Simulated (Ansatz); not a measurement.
**Fields on a plane of Co (hcp, Mg type)**

```xyz
2
Lattice="2.4939 0.0000 0.0000 -1.2470 2.1598 0.0000 0.0000 0.0000 4.0317" Properties=species:S:1:pos:R:3 pbc="T T T"
Co     0.0000     1.4399     3.0238
Co     1.2470     0.7199     1.0079
```

The slice is a (0001) plane (indices of the conventional cell) through the point (0.333, 0.667, 0.750) (fractional), spanned by u = [110] and v = [1 -1 0] in vectors of this cell: u (2.49 Å) and v (4.32 Å, at 90° to u). It covers one period; positions are fractions (u, v).

Atoms on it: Co at (0.00, 0.00); Co at (0.50, 0.50).

The numbers are results of PBE (plane waves to 420 eV, PAW, scalar-relativistic; Ansatz, an electronic-structure program), not measurements. k mesh 21×21×12. Near the nuclei the fields are pseudised (PAW); where an atom keeps semicore shells as valence, they peak there. Co was relaxed with its symmetry unable to fall. Relaxed Co ends ferromagnetic. The PAW data are Ansatz's earlier set. The magnetic order is the one the run started from; other orders were not tried.

```
|641000000014|
|110000000001|
|000000000000|
|000000000000|
|000000000000|
|000000000000|
|000000000000|
|000001110000|
|000014641000|
|000026962000|
|000014641000|
|000001110000|
|000000000000|
|000000000000|
|000000000000|
|000000000000|
|000000000000|
|110000000001|
|641000000014|
|962000000026|
```
Scale: ten equal steps from -0.02 (start of '0') to 6.60 (end of '9'), in the order '0123456789'. Values: spin density, up minus down in e/Å³. The map has 12 points along u (one character each, u = 0 at the left) and 20 along v (v = 0 in the bottom row). 

```
|xxxxxx88220022002288xxxx|
|xxxx995511113311115599xx|
|887755110033553300115577|
|222200002244444422000022|
|000011111100000011111100|
|333311000022222200001133|
|442200115577887755110022|
|3300115599xxxxxx99551100|
|11002288xxxxxxxxxx882200|
|11003399xxxxxxxxxx993300|
|22002288xxxxxxxxxx882200|
|3311115599xxxxxx99551111|
|553300115577887755110033|
|444422000022222200002244|
|000011111100000011111100|
|222200001133333311000022|
|887755110022442200115577|
|xxxx995511003300115599xx|
|xxxxxx88220011002288xxxx|
|xxxxxx99330011003399xxxx|
```
Scale: ten equal steps from 0.17 (start of '0') to 0.33 (end of '9'), in the order '0123456789'. Values: ELF of the up spins. The map has 12 points along u (two characters each, u = 0 at the left) and 20 along v (v = 0 in the bottom row). Points within 0.5 Å of a nucleus are blanked (x), as the pseudised field means little there.

Density on the Co–Co line (2.49 Å) at its midpoint: 0.33 e/Å³
ELF at that point: 0.26
